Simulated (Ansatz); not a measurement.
LaNbHO$_{2}$ in space group P4/mmm (No. 123; La on 1d, Nb on 1a, O on 2f, H on 1b) at seven volumes, PBEsol in the plane-wave PAW code Ansatz, shape and atoms relaxed at each. One row is withheld.

| V (Å³/atom) | P (GPa) |
|---|---|
| 11.149 | 18.88 |
| 11.517 | 11.51 |
| 11.885 | 5.28 |
| 12.252 | 0.00 |
| 12.620 | -4.48 |
| 12.987 | -8.27 |
| 13.355 | ? |

Problem. Fit the shown pressures and predict the withheld one.

Solution. Third-order Birch–Murnaghan: P = (3/2)B₀(x^(7/2) − x^(5/2))[1 + (3/4)(B′ − 4)(x − 1)] with x = (V₀/V)^(2/3). Least squares on the six rows gives V₀ = 12.252 Å³/atom, B₀ = 161.8 GPa, B′ = 4.48. At V = 13.355, x = 0.9442 and P = -11.50 GPa. The run itself gave -11.46 GPa.

The start of the workflow was typed in or built on a structure type; neither database checked (COD, Materials Project) lists it. Its standing as an ambient phase is unchecked. The cell was relaxed with PBEsol under the symmetry of its start. At this level the phase is dynamically unstable (imaginary phonons). The workflow began spin-polarised and lost its moments. Scalar-relativistic: spin–orbit coupling is off unless named, which matters more the heavier the elements.

Potentials: the earlier of the program's two PAW sets. The files were generated under PBE; for other functionals the program regenerates the frozen cores, and for LDA and PBEsol the local potential too.
